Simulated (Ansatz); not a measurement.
Here is the system:

Ta$_{5}$Ge$_{3}$:
```
CELL_PARAMETERS angstrom
     -3.31374     3.31374     6.01157
      3.31374    -3.31374     6.01157
      3.31374     3.31374    -6.01157
ATOMIC_POSITIONS crystal
  Ta 0.00709 0.18520 0.50000
  Ta 0.99291 0.81480 0.50000
  Ta 0.18520 0.68520 0.17810
  Ta 0.81480 0.31480 0.82190
  Ta 0.68520 0.50709 0.50000
  Ta 0.31480 0.49291 0.50000
  Ta 0.50709 0.00709 0.82190
  Ta 0.49291 0.99291 0.17810
  Ta 0.50000 0.50000 0.00000
  Ta 0.00000 0.00000 0.00000
  Ge 0.13589 0.63589 0.77177
  Ge 0.86411 0.36411 0.22823
  Ge 0.63589 0.86411 0.50000
  Ge 0.36411 0.13589 0.50000
  Ge 0.75000 0.75000 0.00000
  Ge 0.25000 0.25000 0.00000
```

This is the r²SCAN-relaxed structure.

All from DFT-r²SCAN in the program Ansatz with PAW potentials, unless another level is named. Predict the electronic character.

metallic (no gap).

What about the formation energy from the elements (no fitted shifts)?

-420 meV/atom.

What about the density of states at the Fermi level?

0.38 states/eV per atom (mean over ±0.08 eV).

Space group I4/mcm. The first step of the workflow began from a Materials Project structure, measured or hypothetical; the Crystallography Open Database copy checked does not list it. Its standing as an ambient phase is unchecked. Symmetry was held in the r²SCAN relaxation; whether a distortion lowers the energy is not shown. The run is not spin-polarised. The references are the lowest solids computed at this level, not always the standard phases. Spin–orbit coupling is left out wherever it is not named.

Potentials: the later of the program's two PAW sets.
